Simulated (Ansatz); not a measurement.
input.yaml (Ansatz)

```yaml
crystal:
  lattice:
    - [2.7825477949, 0.0, 0.0]
    - [-1.3912738975, 2.4097570776, 0.0]
    - [0.0, 0.0, 5.0967705255]
  atoms:
    - { symbol: Nb, position: [0.3333333333, 0.6666666667, 0.25], spin: 1.0 }
    - { symbol: Nb, position: [0.6666666667, 0.3333333333, 0.75], spin: 1.0 }
hamiltonian:
  xc: mr2scan
  pseudopotentials:
    kind: paw
    azcp:
      Nb: "pseudopotentials/Nb.paw.azcp"
basis:
  ecutwfc: 500
  fft_grid_basis: typed
kpoints:
  mp_grid: { grid: [21, 21, 10], shift: [0, 0, 0] }
magnetization:
  spin_polarized: true
scf:
  occupations: { method: fermi_dirac, width: 0.05 }
output:
  stress: true
```

Output

```
Engine: ansatz 0.2.0, aarch64-unknown-linux-gnu
Pseudopotentials: kind: paw
Pseudopotential: Nb, paw, valence charge 13, recommended cutoff 500 eV (meta_gga) 
Functional definition: m-r2SCAN
  exchange = m_r2scan_x
  correlation = m_r2scan_c
Crystal: 2 atoms, lattice volume = 34.175 Å³
Basis set: ecut = 500 eV, 871 PW (Γ), exchange–correlation on 96×96×160 points (64 copies of the dense FFT grid, shifted against one another)
Bands: 18, of which v1, the nominal top of the filled ones, is band 13 counted from 1 (12 counted from 0)
Symmetry: 24 space group operations
Space group: P63/mmc (ITA 194), of the structure as read, at distance tolerance 3.2e-5 Å
Magnetic group: BNS 194.263 (UNI 1493), of the structure as read, at distance tolerance 3.2e-5 Å
k-points: 288 of 4410
Non-local potential: Nb, projectors of the file, l = 0: 3, l = 1: 2, l = 2: 2, l = 3: 1
PAW form: soft (Blöchl's): semilocal exchange-correlation on the pseudo side does not see the compensation charge
PAW frozen core: Nb, regenerated for the run's functional (the file was generated under x = pbe(κ = 0.804, μ = 0.2195149727645171), c = pbe(β = 0.06672455060314922))
PAW one-centre angular grid: Nb, 590 points (default); XC on 160 Gauss nodes
Initial density: superposition of atomic densities (chi_scale 0.1, normalization cell)
Starting moments: Σ|m| = 2 μB on 2 of 2 sites
Initial wavefunctions: pseudopotential atomic-orbital guess
Functional: x = mr2scan, c = mr2scan; τ floored in thin density (d = 2e-4 eV/Å³)
SCF iter   1: F=—  HF=-9126.936452 eV  |F-HF|=—  |Δ(HF+E_count)|=         —  Δρ=5.02e-2 (↑5.02e-2 ↓2.71e-2)  dr2=2.01e0  dr2_τ=1.58e-2  dr2_m=8.48e-2  M=1.258 μB ∫|m|=1.258 μB  β_m=0.81  ethr=3.10e-3  ⟨swp⟩=5.2  Hψ=44873  notcnv=0
Mixer restart at iter 1: flushing history
SCF iter   2: F=—  HF=-9126.546390 eV  |F-HF|=—  |Δ(HF+E_count)|=   3.90e-1  Δρ=3.16e-2 (↑3.16e-2 ↓2.48e-2)  dr2=1.10e0  dr2_τ=7.46e-3  dr2_m=1.28e-2  M=1.042 μB ∫|m|=1.042 μB  β_m=0.30  ethr=3.10e-3  ⟨swp⟩=2.0  Hψ=17571  notcnv=0  defer=83  κ⁻¹=1.0e0(r=1)
SCF iter   3: F=—  HF=-9126.361907 eV  |F-HF|=—  |Δ(HF+E_count)|=   1.84e-1  Δρ=1.62e-2 (↑6.78e-3 ↓1.62e-2)  dr2=6.96e-2  dr2_τ=1.70e-3  dr2_m=2.42e-2  M=0.529 μB ∫|m|=0.529 μB  β_m=0.33  ethr=3.10e-3  ⟨swp⟩=2.0  Hψ=19235  notcnv=0  defer=83  κ⁻¹=3.6e-2(r=2)
SCF iter   4: F=—  HF=-9126.502586 eV  |F-HF|=—  |Δ(HF+E_count)|=         —  Δρ=8.14e-3 (↑5.32e-3 ↓8.14e-3)  dr2=1.12e-2  dr2_τ=1.41e-3  dr2_m=8.61e-3  M=0.137 μB ∫|m|=0.144 μB  β_m=0.57  ethr=2.68e-4  ⟨swp⟩=2.9  Hψ=20428  notcnv=0  defer=83
Mixer restart at iter 4: flushing history
SCF iter   5: F=—  HF=-9126.511911 eV  |F-HF|=—  |Δ(HF+E_count)|=   9.33e-3  Δρ=5.13e-3 (↑3.32e-3 ↓5.13e-3)  dr2=5.48e-3  dr2_τ=2.14e-4  dr2_m=2.81e-3  M=0.102 μB ∫|m|=0.103 μB  β_m=0.79  ethr=4.32e-5  ⟨swp⟩=2.0  Hψ=13798  notcnv=0  defer=83  κ⁻¹=1.0e0(r=1)
SCF iter   6: F=—  HF=-9126.514695 eV  |F-HF|=—  |Δ(HF+E_count)|=   2.78e-3  Δρ=1.46e-3 (↑1.46e-3 ↓1.44e-3)  dr2=6.15e-4  dr2_τ=4.87e-5  dr2_m=3.08e-4  M=0.004 μB ∫|m|=0.010 μB  β_m=0.30  ethr=2.11e-5  ⟨swp⟩=2.1  Hψ=19622  notcnv=0  defer=83  κ⁻¹=9.4e-2(r=2)
...
SCF iter  15: F=—  HF=-9126.512517 eV  |F-HF|=—  |Δ(HF+E_count)|=   3.57e-9  Δρ=3.34e-7 (↑2.28e-7 ↓3.34e-7)  dr2=2.90e-11  dr2_τ=1.63e-12  dr2_m=7.03e-12  M=-0.000 μB ∫|m|=0.000 μB  β_m=1.00  ethr=1.00e-12  ⟨swp⟩=2.1  Hψ=18276  notcnv=0  defer=82  κ⁻¹=3.2e-8(r=8)
SCF iter  16: F=—  HF=-9126.512517 eV  |F-HF|=—  |Δ(HF+E_count)|=   1.11e-9  Δρ=3.54e-7 (↑3.48e-7 ↓3.54e-7)  dr2=5.70e-13  dr2_τ=5.61e-12  dr2_m=3.82e-11  M=-0.000 μB ∫|m|=0.000 μB  β_m=1.00  ethr=1.00e-12  ⟨swp⟩=1.0  Hψ=23046  notcnv=0  κ⁻¹=2.7e-7(r=8)
SCF iter  17: F=-9126.512517 eV  HF=-9126.512517 eV  |F-HF|=4.00e-11  |Δ(HF+E_count)|=  1.22e-10  Δρ=2.14e-7 (↑2.08e-7 ↓2.14e-7)  dr2=2.28e-13  dr2_τ=2.09e-12  dr2_m=1.38e-11  M=-0.000 μB ∫|m|=0.000 μB  ethr=1.00e-12  ⟨swp⟩=1.0  Hψ=12672  notcnv=0
SCF 1 converged in 17 iterations: F = -9126.512517 eV  dr2 = 2.28e-13
WARN: the starting moments were not kept: the SCF closed with an absolute magnetisation of 1.4e-5 μB, where they sum to 2 μB in size (2 sites). That is at most 0.1 of that sum. Measured as dr2_m measures the in/out step, that magnetisation stands 1.5e-11 eV from none, at or under the dr2_threshold of 1.0e-7 eV: it is no larger than a step whose dr2_m would equal this threshold. The system may hold no moment; this SCF shows only that its start led to no more than that. To try another start: raise the starting moments (crystal.atoms[].spin, magnetization.per_species, magnetization.initial_magnetization, or on a non-collinear deck that types none of these the spinor_matrix: blocks that start its atoms; where the total moment is fixed, keep their sum and leave initial_magnetization as it is; typed ones take the place of any that the run laid by itself, positive ones on a crystal's lanthanoids without a Hubbard term where scf.initial_density.shell_occupations: [] is typed) or, if the notice of its spin-set hold's release reads "site moments contracting" or "site moments show no strong build", lengthen the hold (scf.mixing.spin_hold: { on: { confirm: 4 } }; for m-r²SCAN on two components see the key's manual first). Each may lead to a state that holds a moment. A second SCF, from the converged charge density, with the starting moments and any scf.initial_density.shell_occupations laid on it anew, would have followed, and was not run: the deck does not ask for one (magnetization.retry_lost_moments is false, the default). To let it run, set magnetization.retry_lost_moments: true and run the deck again, where that key's refused combinations let it; where memory then withholds it, that run's warning says so.
this state was not tested for a lower state beside it, because the mixer in use, unlike msr1, does not test its closes by its own steps (another_mixer; see scf.mixing.algorithm and scf.lower_state_search)
SCF converged after 17 iterations
Magnetization: -0.0000 μB (13.0000 up, 13.0000 down)
Absolute magnetization: 0.0000 μB (∫|ρ↑−ρ↓|, with the PAW one-centre terms)
Spin contamination: 0.0000 ħ² per cell (⟨S²⟩ above its minimum at these occupations)
Per-site moments (μB) at R_I (Å): [(-4.202270096384146e-6, 1.147800965389636), (-4.2022700964098025e-6, 1.147800965389636)]
Free energy (F): -9126.512517 eV
Harris-Foulkes:  -9126.512517 eV  (|F-HF|=4.00e-11)
Internal energy: -9126.491698 eV  (E = F + TS)
E sigma→0 (E₀):  -9126.502108 eV
Entropy (-TS):   -0.020818 eV (-10.409 meV/atom)
Fermi energy:    19.283203 eV
--- Per-component energies (eV) ---
  E_band       = -126.372036
  E_kinetic    = 794.772262
  E_local      = -1333.706691  (includes V_loc(G=0)·N_el)
  E_nonlocal   = 240.298284
  E_hartree    = 418.177285
  E_xc         = -341.295211
  E_vxc        = -476.567255  (∫ρ·V_xc dr)
  E_paw        = -6181.193252  (= ΣΔE_a)
  E_vpaw       = -217.596383  (= ΣTr[D̂ρ^β])
  E_aug_tail   = 0.000008  (compensation charges beyond the density's cutoff)
  E_vtau       = 30.073164  (kinetic-family band-sum trace: ∫τ·v_τ [+ j·A + Jᵃ·Aᵃ] dr)
  E_ewald      = -2723.159521
  E_core_change = -0.384861  (= ΣΔE_core)
  E_smearing   = -0.020818  (= −TS)
  E_closure    = 0.000000  (closes the sum)
  Σ components = -9126.512517   (vs F -9126.512517, Δ=0.00e0)
--- Stress (GPa, compression-positive) ---
       16.373252       0.000000       0.000000
        0.000000      16.373252       0.000000
        0.000000       0.000000      15.261251
  P = ⅓ Tr σ = 16.0026 GPa (160.026 kbar)
```
